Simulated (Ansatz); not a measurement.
## ZrNb2C3: stable or not

It was reached by relaxing an invented guess, and it needn't be the stable form of this composition.

These are results of DFT PBE, scalar-relativistic, plane waves, PAW (Ansatz 0.2.0), not measurements. The final run on the 6-atom cell used 420 eV, a Γ-centred 12×12×6 mesh, 0.10 eV smearing and no spin polarisation.

```cif
data_structure
_symmetry_space_group_name_H-M 'P 1'
_symmetry_Int_Tables_number 1
_cell_length_a 3.2209
_cell_length_b 3.2209
_cell_length_c 7.8877
_cell_angle_alpha 90.000
_cell_angle_beta 90.000
_cell_angle_gamma 120.000
_cell_volume 70.87
loop_
_atom_site_label
_atom_site_type_symbol
_atom_site_fract_x
_atom_site_fract_y
_atom_site_fract_z
_atom_site_occupancy
Zr1 Zr 0.00000 0.00000 0.50000 1
Nb1 Nb 0.33333 0.66667 0.16019 1
Nb2 Nb 0.66667 0.33333 0.83981 1
C1 C 0.33333 0.66667 0.67601 1
C2 C 0.66667 0.33333 0.32399 1
C3 C 0.00000 0.00000 0.00000 1
```

Formation energies are uncorrected and refer to the elements' standard structures at the same level.

**Question.** These tests were run: energy against the elements; phonons at Γ. What do they show?

**Answer.**

| test | result |
| --- | --- |
| energy against the elements | −0.66 eV/atom |
| phonons at Γ | lowest optical mode 135 cm⁻¹ |

It fails none of these tests. Other phases of the system weren't compared here, so this isn't yet thermodynamic stability. Phonons away from Γ weren't computed.

The reference form of C is held partly by dispersion forces, which this level lacks. The run for the phonons used a 12×12×6 k mesh and Fermi–Dirac smearing of 0.15 eV.
